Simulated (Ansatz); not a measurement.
**Property card for K**

K (fcc (Cu type), space group No. 225), a = 6.747 Å, b = 6.747 Å, c = 6.747 Å, α = 90.00°, β = 90.00°, γ = 90.00°; the cell used has 1 atom.

Space group Fm-3m (No. 225), fcc (Cu type); conventional cell a = 6.747 Å, b = 6.747 Å, c = 6.747 Å, α = 90.00°, β = 90.00°, γ = 90.00°.

Method: r²SCAN in the plane-wave PAW code Ansatz. The cell and atoms are relaxed at this level. Other levels are named where they apply.

### Cell and energy

```json
{
 "volume_per_atom": "76.77 Å³",
 "density": "0.85 g/cm³"
}
```

### Electronic structure

```json
{
 "electronic_character": "metallic (no gap)",
 "Density of states at the Fermi level": "0.74 states/eV per atom (mean over ±0.08 eV)"
}
```

The workflow started from a Materials Project entry (that database holds measured and hypothetical structures alike); the Crystallography Open Database copy checked does not list it. It is not the phase usual at ambient conditions (space group No. 229). The cell was relaxed with r²SCAN under the symmetry of its start; whether a distortion lowers the energy is not shown.

Potentials: the later of the program's two PAW sets.
